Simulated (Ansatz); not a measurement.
Input:

YSi:
```yaml
crystal:
  lattice:
    - [3.49399, 0.00000, 0.00000]
    - [0.00000, 3.49399, 0.00000]
    - [0.00000, 0.00000, 3.49399]
  atoms:
    - { symbol: Y, position: [0.00000, 0.00000, 0.00000] }
    - { symbol: Si, position: [0.50000, 0.50000, 0.50000] }
```

This is the PBEsol-relaxed structure.

Q: All from plane-wave PAW PBEsol (Ansatz code), unless another level is named. Predict the electronic character.

A: metallic (no gap).

Q: Give the formation energy from the elements (no fitted shifts).

A: -490 meV/atom.

Q: Give the density of states at the Fermi level.

A: 1.1 states/eV per atom (mean over ±0.08 eV).

Space group Pm-3m (CsCl type). The cell is a constructed one: a structure type filled with these elements; neither database checked (COD, Materials Project) lists it. Its standing as an ambient phase is unchecked. The PBEsol relaxation kept the symmetry of its start. At this level the phase is mechanically unstable. The run is not spin-polarised. The references are the lowest solids computed at this level, not always the standard phases. Scalar-relativistic: spin–orbit coupling is off unless named, which matters more the heavier the elements.

Potentials: the later of the program's two PAW sets.
